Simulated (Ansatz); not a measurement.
Ansatz (an electronic-structure program) input:

Ansatz 0.2 input:
```yaml
crystal:
  lattice:
    - [2.7881268128, 0.0, 0.0]
    - [-1.3940634064, 2.4145886489, 0.0]
    - [0.0, 0.0, 4.5233283816]
  atoms:
    - { symbol: Mo, position: [0.6666666667, 0.3333333333, 0.0] }
    - { symbol: Pt, position: [0.3333333333, 0.6666666667, 0.5] }
kpoints:
  mp_grid: { grid: [17, 17, 9] }
hamiltonian:
  xc: r2scan
  pseudopotentials: { kind: paw }
scf:
  occupations: { method: fermi_dirac, width: 0.1 }
phonons:
  method: dfpt
  response_accuracy: low
  eigenvectors: true
  rigid_motions: translations
```

Output (shortened):

```
Pseudopotential: Mo, paw, valence charge 14
Pseudopotential: Pt, paw, valence charge 18
Functional definition: r2SCAN
Crystal: 2 atoms, lattice volume = 30.452 Å³
Basis set: ecut = 500 eV, 785 PW (Γ), exchange–correlation on 120×120×180 points (125 copies of the dense FFT grid, shifted against one another)
Bands: 20, of which v1, the nominal top of the filled ones, is band 16 counted from 1 (15 counted from 0)
Symmetry: 12 space group operations
k-points: 693 of 2601 (irreducible under 2 space group operations, time reversal used)
SCF iter   1: F=—  HF=-17504.742348 eV  |F-HF|=—  |Δ(HF+E_count)|=         —  Δρ=2.54e-2  dr2=4.18e-1  dr2_τ=5.33e-2  ethr=1.77e-3  ⟨swp⟩=5.0  Hψ=58855  notcnv=0
preconditioner: auto → none
SCF iter   2: F=—  HF=-17504.713228 eV  |F-HF|=—  |Δ(HF+E_count)|=   2.91e-2  Δρ=7.80e-3  dr2=1.26e-2  dr2_τ=2.28e-2  ethr=1.31e-3  ⟨swp⟩=2.0  Hψ=21631  notcnv=0
SCF iter   3: F=—  HF=-17504.717726 eV  |F-HF|=—  |Δ(HF+E_count)|=   4.50e-3  Δρ=3.88e-3  dr2=2.31e-3  dr2_τ=2.36e-4  ethr=3.93e-5  ⟨swp⟩=2.4  Hψ=23415  notcnv=0
SCF iter   4: F=—  HF=-17504.719295 eV  |F-HF|=—  |Δ(HF+E_count)|=   1.57e-3  Δρ=1.20e-3  dr2=6.86e-4  dr2_τ=5.11e-5  ethr=7.22e-6  ⟨swp⟩=2.0  Hψ=19312  notcnv=0
SCF iter   5: F=—  HF=-17504.719335 eV  |F-HF|=—  |Δ(HF+E_count)|=   3.98e-5  Δρ=1.81e-4  dr2=8.82e-6  dr2_τ=4.35e-7  ethr=2.14e-6  ⟨swp⟩=2.4  Hψ=19854  notcnv=0
SCF iter   6: F=—  HF=-17504.719342 eV  |F-HF|=—  |Δ(HF+E_count)|=   7.19e-6  Δρ=3.50e-5  dr2=2.16e-7  dr2_τ=3.78e-8  ethr=2.76e-8  ⟨swp⟩=2.0  Hψ=19330  notcnv=0
SCF iter   7: F=—  HF=-17504.719345 eV  |F-HF|=—  |Δ(HF+E_count)|=   2.97e-6  Δρ=4.61e-6  dr2=9.73e-9  dr2_τ=8.27e-10  ethr=6.74e-10  ⟨swp⟩=2.0  Hψ=22241  notcnv=0
SCF iter   8: F=—  HF=-17504.719345 eV  |F-HF|=—  |Δ(HF+E_count)|=   3.25e-9  Δρ=1.75e-6  dr2=1.40e-9  dr2_τ=1.25e-10  ethr=3.04e-11  ⟨swp⟩=2.2  Hψ=23234  notcnv=0
SCF iter  10: F=-17504.719345 eV  HF=-17504.719345 eV  |F-HF|=7.28e-12  |Δ(HF+E_count)|=  3.64e-11  Δρ=9.68e-8  dr2=1.60e-12  dr2_τ=3.56e-13  ethr=1.00e-12  ⟨swp⟩=5.6  Hψ=57121  notcnv=0
SCF 1 converged in 10 iterations: F = -17504.719345 eV  dr2 = 1.60e-12
DFPT response loops at Γ: preconditioner auto → Kerker (q_TF=auto, 2.751 Å⁻¹) (partly filled bands, converged f_vac=0.000) …
SCF converged after 10 iterations
Free energy (F): -17504.719345 eV
Harris-Foulkes:  -17504.719345 eV  (|F-HF|=7.28e-12)
Internal energy: -17504.671755 eV  (E = F + TS)
E sigma→0 (E₀):  -17504.695550 eV
Entropy (-TS):   -0.047589 eV (-23.795 meV/atom)
Fermi energy:    22.515842 eV
--- Per-component energies (eV) ---
  E_band       = -216.303001
  E_kinetic    = 1078.412786
  E_local      = -2316.655479  (includes V_loc(G=0)·N_el)
  E_nonlocal   = 342.830669
  E_hartree    = 838.736809
  E_xc         = -429.474319
  E_vxc        = -595.327460  (∫ρ·V_xc dr)
  E_paw        = -12696.639032  (= ΣΔE_a)
  E_vpaw       = -441.822363  (= ΣTr[D̂ρ^β])
  E_aug_tail   = 0.000149  (compensation charges beyond the density's cutoff)
  E_vtau       = 38.785041  (kinetic-family band-sum trace: ∫τ·v_τ [+ j·A + Jᵃ·Aᵃ] dr)
  E_ewald      = -4321.430640
  E_core_change = -0.452698  (= ΣΔE_core)
  E_smearing   = -0.047589  (= −TS)
  E_closure    = 0.000000  (closes the sum)
  Σ components = -17504.719345   (vs F -17504.719345, Δ=0.00e0)
  [band-id]    e_kinetic+e_local+e_nonlocal+2·e_hartree+e_vxc+e_vpaw+e_augmentation_tail+e_vtau = -216.303041   (vs E_band -216.303001, Δ=-4.08e-5)
--- Band table (eV; the first three rows and the last of 693) ---
  k-point 0: bands = ["-78.6559", "-40.6129", "-32.3784", "-32.0281", "-32.0281", "-14.0532", "-13.2286", "-13.2286", "12.6955", "15.7028", "18.4454", "18.4454", "19.7585", "19.9991", "19.9991", "21.7852", "21.7852", "22.6934", "24.8727", "24.8727"]
  k-point 1: bands = ["-78.6559", "-40.6133", "-32.3771", "-32.0281", "-32.0281", "-14.0577", "-13.2286", "-13.2286", "12.8105", "15.7554", "18.4260", "18.4260", "19.6577", "19.9670", "19.9670", "21.8640", "21.8640", "22.2914", "24.8779", "24.8779"]
  k-point 2: bands = ["-78.6559", "-40.6142", "-32.3740", "-32.0280", "-32.0280", "-14.0692", "-13.2288", "-13.2288", "13.1255", "15.9129", "18.3820", "18.3820", "19.3351", "19.8809", "19.8809", "21.4205", "22.0767", "22.0767", "24.8749", "24.8749"]
  k-point 692: bands = ["-78.6338", "-40.4303", "-32.3284", "-32.3208", "-32.1722", "-14.1852", "-13.8925", "-13.6957", "16.4682", "16.5114", "17.3934", "18.0910", "18.5354", "20.1430", "21.3133", "21.6632", "23.4155", "24.6683", "25.9007", "28.0519"]
--- Phonons (Γ-DFPT): 4 representative perturbations + reference, on 693 of 2601 k-points (Σ response iterations 26) ---
  ASR residual: 1.235e-3 → 0.000e0 eV/Å²; symmetrization residual: 1.021e-3 eV/Å²
  ASR residual per site (eV/Å²): 1.23e-3 7.47e-4
  Γ frequencies (cm⁻¹): 0.00 0.00 0.00 146.35 146.35 208.75
  non-analytic LO–TO correction: not included (Born effective charges unavailable; polar crystals: no LO–TO splitting at Γ)
```

Cost: very roughly 16 core-minutes on shared cores.

Space group P-6m2. The first step of the workflow began from a Materials Project structure, measured or hypothetical; the Crystallography Open Database copy checked does not list it. With Mo and Pt taken as one species the cell has the higher symmetry P6_3/mmc, so it may be an ordered model of a mixed-site phase. Whether it is the stable phase at ambient conditions was not checked. Symmetry was held in the r²SCAN relaxation; whether a distortion lowers the energy is not shown. No spin polarisation was allowed. As this level gives no gap, phonon frequencies hold no LO–TO term and depend on the k-mesh and smearing (Fermi–Dirac, 0.1 eV here). Scalar-relativistic: spin–orbit coupling is off unless named, which matters more the heavier the elements.

Potentials: the later of the program's two PAW sets.

Ansatz is a plane-wave DFT program.
